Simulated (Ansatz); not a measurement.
With the program Ansatz at the PBE level (PAW), AlPd in the rock salt structure (Fm-3m) relaxes to a = 5.130 Å. Pd has 6 nearest neighbours from 2.56 Å (octahedral); Al has 6 nearest neighbours from 2.56 Å (octahedral). Its formation energy from the elements is -0.42 eV/atom, with no fitted shifts.

Electronic character: metallic (no gap). Gap from PBE with spin–orbit coupling: none (metallic).

The bulk modulus is 109 GPa.

The start of the workflow was typed in or built on a structure type; neither database checked (COD, Materials Project) lists it. Its standing as an ambient phase is unchecked. Symmetry was held in the PBE relaxation; its stability against distortions is not shown here. The run is not spin-polarised. The references are the lowest solids computed at this level, not always the standard phases. Scalar-relativistic: spin–orbit coupling is off unless named, which matters more the heavier the elements.

Potentials: the earlier of the program's two PAW sets.
